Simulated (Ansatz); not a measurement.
A geometry of ZnAg away from equilibrium: step 2 of the relaxation of a relaxed ZnAg cell with every coordinate shifted by Gaussian noise of σ = 0.45 Å. The numbers are results of PBEsol (plane waves to 420 eV, PAW, scalar-relativistic; Ansatz, a program for electronic structure), not measurements. Γ-centred k-mesh 11×11×9 on the run's cell (coarser than for final values), Fermi–Dirac smearing 0.05 eV. The plane waves were selected for a different cell earlier on the path.

```
CELL_PARAMETERS angstrom
      2.91838    -0.02325     0.03648
     -0.02325     2.96924     0.01480
      0.04254     0.01726     3.46060
ATOMIC_POSITIONS crystal
  Zn 0.60002 0.49595 0.42325
  Ag 0.03734 0.96720 0.94408
```

**Question.** Give the Cartesian forces on all atoms (eV/Å).

**Answer.** 
| atom | Fx | Fy | Fz |
|---|---|---|---|
| Zn1 | -0.69 | -0.41 | 0.54 |
| Ag2 | 0.69 | 0.41 | -0.54 |

The path ends in P4/mmm (No. 123) at a tolerance of 0.01 Å, Pm-3m (No. 221) at 0.1 Å. No spin polarisation in the result.

The runs began from a structure in Materials Project; this end point is another cell, not compared with measured phases.
